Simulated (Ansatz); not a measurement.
W3N:
```
CELL_PARAMETERS angstrom
      0.00000     3.06833     3.06833
      3.06833     0.00000     3.06833
      3.06833     3.06833     0.00000
ATOMIC_POSITIONS crystal
  N  0.00000 0.00000 0.00000
  W  0.50000 0.50000 0.50000
  W  0.25000 0.25000 0.25000
  W  0.75000 0.75000 0.75000
```

Relaxed with PBE. Special points in fractions of this cell's reciprocal vectors: Γ (0.000, 0.000, 0.000); X (0.500, 0.000, 0.500); U (0.625, 0.250, 0.625); K (0.375, 0.375, 0.750); L (0.500, 0.500, 0.500); W (0.500, 0.250, 0.750).

Problem. List the band energies nearest the Fermi level at these points for the program Ansatz at the PBE level (PAW).

Solution. In eV from the Fermi level; about four levels below and three above (degenerate sets whole), none deeper than 8.9 eV; points with the same levels are listed once.

```tsv
k	below	above
Γ	-4.64 -4.64 -1.89 -1.89 -1.89	1.24 1.24 1.24
X	-2.70 -2.70 -2.61 -1.09 -0.32	0.38 0.38 0.95
U	-1.62 -1.40 -0.32 -0.07	0.45 0.66 1.84
L	-1.31 -0.20 -0.20 -0.12	0.39 0.39 0.55
W	-2.48 -1.87 -1.11 -1.11	0.59 0.59 0.92
```

Space group Fm-3m. A made-up cell: these elements were put on the sites of a structure type; neither database checked (COD, Materials Project) lists it. Whether it is the stable phase at ambient conditions was not checked. The cell was relaxed with PBE under the symmetry of its start; its stability against distortions is not shown here. The run is not spin-polarised. With an odd number of electrons in the cell and no spin polarisation, the count alone makes it a metal. Spin–orbit coupling is left out wherever it is not named.

Potentials: the earlier of the program's two PAW sets.
